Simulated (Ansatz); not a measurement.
Bi:
```yaml
crystal:
  lattice:
    - [0.00000, 2.50399, 2.50399]
    - [2.50399, 0.00000, 2.50399]
    - [2.50399, 2.50399, 0.00000]
  atoms:
    - { symbol: Bi, position: [0.00000, 0.00000, 0.00000] }
```

Relaxed with r²SCAN. Special points in fractions of this cell's reciprocal vectors: Γ (0.000, 0.000, 0.000); X (0.500, 0.000, 0.500); U (0.625, 0.250, 0.625); K (0.375, 0.375, 0.750); L (0.500, 0.500, 0.500); W (0.500, 0.250, 0.750).

List the band energies nearest the Fermi level at these points for r²SCAN in the plane-wave PAW code Ansatz.

In eV from the Fermi level; about four levels below and three above (degenerate sets whole), none deeper than 8.9 eV; … stands for higher levels left out; points with the same levels are listed once.

| k | below | above |
|---|---|---|
| Γ | – | 5.08 5.08 5.08 |
| X | -4.76 | 0.29 0.29 … |
| U | -3.84 -2.73 | 1.13 … |
| L | -5.55 | 3.41 3.41 … |
| W | -2.97 -2.97 -1.16 | … |

Space group Fm-3m (fcc (Cu type)). The start of the workflow was typed in or built on a structure type; neither database checked (COD, Materials Project) lists it. It is not the phase usual at ambient conditions (space group No. 166). The cell was relaxed with r²SCAN under the symmetry of its start. At this level the phase is mechanically unstable. Spin–orbit coupling is left out wherever it is not named.

Potentials: the earlier of the program's two PAW sets.
